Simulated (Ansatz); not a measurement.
Values for one crystal, relaxed and computed with r²SCAN (plane waves, PAW; program Ansatz); other levels are named.

```yaml
volume_per_atom: 13.95 Å³
electronic_character: metallic (no gap)
Bulk modulus (Birch–Murnaghan fit): 305 GPa
Gap with spin–orbit coupling: none (metallic)
Pressure derivative B′: 4.8
Density of states at the Fermi level: 1.9 states/eV per atom (mean over ±0.08 eV)
Elastic constants (relaxed ions, GPa): C11 = 51.3, C12 = 432, C44 = 182
```

**Question.** Which of these materials gives this?
A. Fe, bcc (W type)
B. Ba, bcc (W type)
C. Ru, bcc (W type)
D. W, bcc (W type)

**Answer.** C, Ru, bcc (W type)

Space group Im-3m (bcc (W type)). The start of the workflow was typed in or built on a structure type; neither database checked (COD, Materials Project) lists it. It is not the phase usual at ambient conditions (space group No. 194). Symmetry was held in the r²SCAN relaxation. At this level the phase is mechanically unstable. No spin polarisation was allowed. As this level gives no gap, shear constants depend on the k-mesh and smearing (Fermi–Dirac, 0.1 eV here). On the denser mesh and wider smearing of the elastic run this cell carries a stress of 0.5 GPa. Spin–orbit coupling is left out wherever it is not named.

Potentials: the earlier of the program's two PAW sets.
